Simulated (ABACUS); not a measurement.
A self-consistent single point of Te2Mo (P6_3/mmc, 12 atoms in the cell; from Materials Project mp-602, changed as shown).

```yaml
crystal:
  lattice:
    - [3.63696, 0.00000, 0.00000]
    - [0.00000, 6.29941, 0.00000]
    - [0.00000, 0.00000, 14.94074]
  atoms:
    - { symbol: Te, position: [0.00000, 0.33333, 0.62782] }
    - { symbol: Te, position: [0.50000, 0.16667, 0.37218] }
    - { symbol: Te, position: [0.50000, 0.16667, 0.12782] }
    - { symbol: Te, position: [0.00000, 0.33333, 0.87218] }
    - { symbol: Te, position: [0.50000, 0.83333, 0.62782] }
    - { symbol: Te, position: [0.00000, 0.66667, 0.37218] }
    - { symbol: Te, position: [0.00000, 0.66667, 0.12782] }
    - { symbol: Te, position: [0.50000, 0.83333, 0.87218] }
    - { symbol: Mo, position: [0.00000, 0.33333, 0.25000] }
    - { symbol: Mo, position: [0.50000, 0.16667, 0.75000] }
    - { symbol: Mo, position: [0.50000, 0.83333, 0.25000] }
    - { symbol: Mo, position: [0.00000, 0.66667, 0.75000] }
```

Level of theory: PBE, numerical atomic orbitals SZP (confined pseudo-atomic orbitals with Gaussian additions; energy shift 0.01 Ry), PseudoDojo 0.5 standard norm-conserving PBE (tails mended) pseudopotentials (ABACUS).

ABACUS settings:

* **basis**: SZP numerical atomic orbitals, energy shift 0.01 Ry
* **KPT**: Gamma 6 4 2 0 0 0
* **basis_type**: lcao
* **ecutwfc**: 100 Ry
* **smearing_method**: fd
* **smearing_sigma**: 0.000734986 Ry
* **potentials**: PseudoDojo 0.5 standard norm-conserving PBE (tails mended)
* **symmetry**: 1
* **ks_solver**: scalapack_gvx
* **scf_nmax**: 100
* **scf_thr**: 1.0e-07
* **mixing_type**: pulay

Results:

```
Property                                                   Value
------------------------------------------------  --------------
Number of valence electrons                                  184
Number of bands                                              111
Number of k-points after the program's reduction              24
Size of the basis                                            248
Number of SCF iterations                                      13
Free energy E − TS                                -30457.9519 eV
Top of the valence band (on the code's own zero)        10.57 eV
Gap on the k-point mesh                                  0.78 eV
Pressure                                               -4.04 GPa
Largest force (vector length)                         0.112 eV/Å
```

Forces (eV/Å):
```json
[
 {"atom": "Te1", "Fx": "0.000", "Fy": "0.000", "Fz": "0.112"},
 {"atom": "Te2", "Fx": "0.000", "Fy": "-0.001", "Fz": "-0.111"},
 {"atom": "Te3", "Fx": "0.000", "Fy": "-0.001", "Fz": "0.111"},
 {"atom": "Te4", "Fx": "0.000", "Fy": "0.000", "Fz": "-0.112"},
 {"atom": "Te5", "Fx": "0.000", "Fy": "0.001", "Fz": "0.111"},
 {"atom": "Te6", "Fx": "0.000", "Fy": "0.000", "Fz": "-0.112"},
 {"atom": "Te7", "Fx": "0.000", "Fy": "0.000", "Fz": "0.112"},
 {"atom": "Te8", "Fx": "0.000", "Fy": "0.001", "Fz": "-0.111"},
 {"atom": "Mo9", "Fx": "0.000", "Fy": "-0.001", "Fz": "0.000"},
 {"atom": "Mo10", "Fx": "0.000", "Fy": "-0.001", "Fz": "0.000"},
 {"atom": "Mo11", "Fx": "0.000", "Fy": "0.001", "Fz": "0.000"},
 {"atom": "Mo12", "Fx": "0.000", "Fy": "0.001", "Fz": "0.000"}
]
```

Stress (GPa, positive for compression):
```
-4.44   0.00   0.00
 0.00  -4.44   0.00
 0.00   0.00  -3.23
```

Gaps are taken between levels on the mesh.

For comparison: a first run was changed to give this one (lattice scaled by 1.02), and from it to this one the free energy rises by 16.8 meV/atom, the pressure goes from 1.06 to -4.04 GPa, the largest force goes from 0.722 to 0.112 eV/Å and the gap on the mesh goes from 0.803 to 0.779 eV.

Spin-orbit coupling is left out, which matters for bands and gaps with elements this heavy. The atom-centred basis is finite, which shifts total energies, pressures, gaps and forces against plane waves. A single-zeta basis is rough, for pressures and forces above all. The structure comes from a collection of computed structures, made at another level of theory; the collection holds predicted forms beside known ones.

Cost on one core: very roughly 50 core-seconds.

The atomic orbitals were generated for these runs; they are not ABACUS's published sets and were checked against plane waves on a few crystals only.

“Tails mended”: in these copies of the files the far tail of each local potential was reset to the Coulomb form.
